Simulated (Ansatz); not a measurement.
## Kick test of a cell of HfSi2B4

It was reached by relaxing an invented guess, and it needn't be the stable form of this composition.

All numbers below come from DFT PBE, scalar-relativistic, plane waves, PAW (Ansatz). Settings: cutoff 420 eV, Γ-centred mesh 10×8×6 on the computed 7-atom cell, Gaussian smearing of 0.10 eV; no spin polarisation.

The cell below (7 atoms, space group Pmmm (No. 47)) is relaxed within its symmetry.

```cif
data_structure
_symmetry_space_group_name_H-M 'P 1'
_symmetry_Int_Tables_number 1
_cell_length_a 3.1797
_cell_length_b 4.6024
_cell_length_c 5.2671
_cell_angle_alpha 90.000
_cell_angle_beta 90.000
_cell_angle_gamma 90.000
_cell_volume 77.08
loop_
_atom_site_label
_atom_site_type_symbol
_atom_site_fract_x
_atom_site_fract_y
_atom_site_fract_z
_atom_site_occupancy
Hf1 Hf 0.50000 0.00000 0.00000 1
Si1 Si 0.50000 0.50000 0.75098 1
Si2 Si 0.50000 0.50000 0.24902 1
B1 B 0.00000 0.80846 0.66741 1
B2 B 0.00000 0.80846 0.33259 1
B3 B 0.00000 0.19154 0.33259 1
B4 B 0.00000 0.19154 0.66741 1
```

For the test it was strained at random (σ = 1.5 % a component), the atoms were moved at random (σ = 0.05 Å), and all was relaxed again on a coarse 6×6×4 mesh (in the run’s order of axes) with 0.20 eV smearing, with no symmetry imposed.

These runs have no spin–orbit coupling, which can matter for Hf.

Q: Does it come back?

A: It doesn't return. The energy falls by 42 meV/atom on that mesh, the volume changes by 0.7 %, and the end has space group P2/m (No. 10) at a loose tolerance. Relaxed again on an 8×10×6 mesh with 0.10 eV smearing, the new structure lies 42 meV/atom below the first (mesh in the axes of the run's cell; the cell below is made exact in the group named). Space group P2/m (No. 10), monoclinic, a = 4.680 Å, b = 3.189 Å, c = 5.211 Å, β = 92.4°. Hf is surrounded by 8 B at 2.47–2.58 Å, 4 Si at 2.69–2.73 Å and 2 Hf at 3.19 Å; around Si lie 2 B at 2.13 Å, 2 B at 2.35 Å, 1 Si at 2.48 Å, 2 Hf at 2.69–2.73 Å and 1 Si at 2.74 Å; B on its first site is surrounded by 2 B at 1.69–1.75 Å, 2 Si at 2.13 Å and 2 Hf at 2.47 Å; B on its second site has 3 B at 1.69–1.80 Å, 2 Si at 2.35 Å and 2 Hf at 2.58 Å.

```xyz
7
Lattice="4.6799 0.0000 0.0000 0.0000 3.1889 0.0000 -0.2185 0.0000 5.2062" Properties=species:S:1:pos:R:3 pbc="T T T"
Hf    0.0000    1.5945    0.0000
Si    2.1013    1.5945    3.8358
Si    2.3601    1.5945    1.3704
B     3.4874    0.0000    3.5889
B     3.9943    0.0000    1.9099
B     0.9740    0.0000    1.6173
B     0.4671    0.0000    3.2963
```
